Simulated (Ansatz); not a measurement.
Relaxed candidate structures of Al:

**A**
```cif
data_Al
_chemical_formula_sum 'Al1'
_space_group_name_H-M_alt 'P 1'
_space_group_IT_number 1
_cell_length_a 2.76104
_cell_length_b 2.76104
_cell_length_c 2.76104
_cell_angle_alpha 109.471
_cell_angle_beta 109.471
_cell_angle_gamma 109.471
loop_
_space_group_symop_operation_xyz
  'x, y, z'
loop_
_atom_site_label
_atom_site_type_symbol
_atom_site_fract_x
_atom_site_fract_y
_atom_site_fract_z
_atom_site_occupancy
Al1 Al 0.00000 0.00000 0.00000 1
```

**B**
```xyz
8
Lattice="5.0719 0.0000 0.0000 0.0000 5.0719 0.0000 0.0000 0.0000 5.0719" Properties=species:S:1:pos:R:3 pbc="T T T"
Al     1.2680     0.0000     2.5359
Al     3.8039     0.0000     2.5359
Al     0.0000     2.5359     1.2680
Al     0.0000     2.5359     3.8039
Al     2.5359     1.2680     0.0000
Al     2.5359     3.8039     0.0000
Al     0.0000     0.0000     0.0000
Al     2.5359     2.5359     2.5359
```

**C**
```
CELL_PARAMETERS angstrom
      4.52072     0.00000     0.00000
     -2.26036     3.91506     0.00000
      0.00000     0.00000     2.73374
ATOMIC_POSITIONS crystal
  Al 0.33333 0.66667 0.00000
  Al 0.66667 0.33333 0.00000
```

Problem. Rank these by energy per atom (lowest first), as r2SCAN (plane waves to 500 eV, PAW, scalar-relativistic; Ansatz, a quantum-chemistry and plane-wave program) gives it.

Solution. B (reference), A (+0.02 eV/atom), C (+0.45 eV/atom)

The lowest structure calculated, Fm-3m, cF4, fcc (Cu type), is not among these; it lies 0.09 eV/atom below the lowest of them. 1 run with a doubtful electronic state, a coarser numerical grid, an end not at rest or a source that can't be used is left out. Each run could gain symmetry but not lose that of its start, so entries can be saddle points. All of these are generated cells (placed on structure types, drawn at random, substituted or restacked) that were not matched to a known phase here. Static energies at zero pressure. No spin polarisation in the result.
